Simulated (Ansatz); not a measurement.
InPd2:
```yaml
crystal:
  lattice:
    - [5.66671, 0.00000, 0.00000]
    - [0.00000, 4.22354, 0.00000]
    - [0.00000, 0.00000, 8.28427]
  atoms:
    - { symbol: In, position: [0.82308, 0.25000, 0.60050] }
    - { symbol: In, position: [0.17692, 0.75000, 0.39950] }
    - { symbol: In, position: [0.67692, 0.75000, 0.10050] }
    - { symbol: In, position: [0.32308, 0.25000, 0.89950] }
    - { symbol: Pd, position: [0.93062, 0.25000, 0.27023] }
    - { symbol: Pd, position: [0.06938, 0.75000, 0.72977] }
    - { symbol: Pd, position: [0.56938, 0.75000, 0.77023] }
    - { symbol: Pd, position: [0.43062, 0.25000, 0.22977] }
    - { symbol: Pd, position: [0.65696, 0.75000, 0.42814] }
    - { symbol: Pd, position: [0.34304, 0.25000, 0.57186] }
    - { symbol: Pd, position: [0.84304, 0.25000, 0.92814] }
    - { symbol: Pd, position: [0.15696, 0.75000, 0.07186] }
```

Relaxed with r²SCAN. Special points in fractions of this cell's reciprocal vectors: Γ (0.000, 0.000, 0.000); X (0.500, 0.000, 0.000); S (0.500, 0.500, 0.000); Y (0.000, 0.500, 0.000); Z (0.000, 0.000, 0.500); U (0.500, 0.000, 0.500); R (0.500, 0.500, 0.500); T (0.000, 0.500, 0.500).

Question: List the band energies nearest the Fermi level at these points for plane-wave PAW r²SCAN (Ansatz code).

Answer: In eV from the Fermi level; about four levels below and three above (degenerate sets whole), none deeper than 8.9 eV; points with the same levels are listed once.

```csv
k,below,above
Γ,-0.48 -0.30 -0.10 -0.04,0.79 1.07 1.87
X,-1.37 -1.37 -0.90 -0.90,3.20 3.20 3.46 3.46
S,-0.15 -0.15 -0.15 -0.15,0.90 0.90 0.90 0.90
Y,-0.93 -0.93 -0.76 -0.76,2.40 2.40 3.20 3.20
Z,-0.57 -0.57 -0.08 -0.08,0.42 0.42 1.90 1.90
U,-1.50 -1.50 -0.88 -0.88,0.39 0.39 0.75 0.75
R,-0.27 -0.27 -0.27 -0.27,1.99 1.99 1.99 1.99
T,-1.08 -1.08 -0.77 -0.77,0.44 0.44 0.84 0.84
```

Space group Pnma. The first step of the workflow began from a Materials Project structure, measured or hypothetical; the Crystallography Open Database copy checked does not list it. Its standing as an ambient phase is unchecked. The cell was relaxed with r²SCAN under the symmetry of its start; whether a distortion lowers the energy is not shown. No spin polarisation was allowed. Scalar-relativistic: spin–orbit coupling is off unless named, which matters more the heavier the elements.

Potentials: the later of the program's two PAW sets.
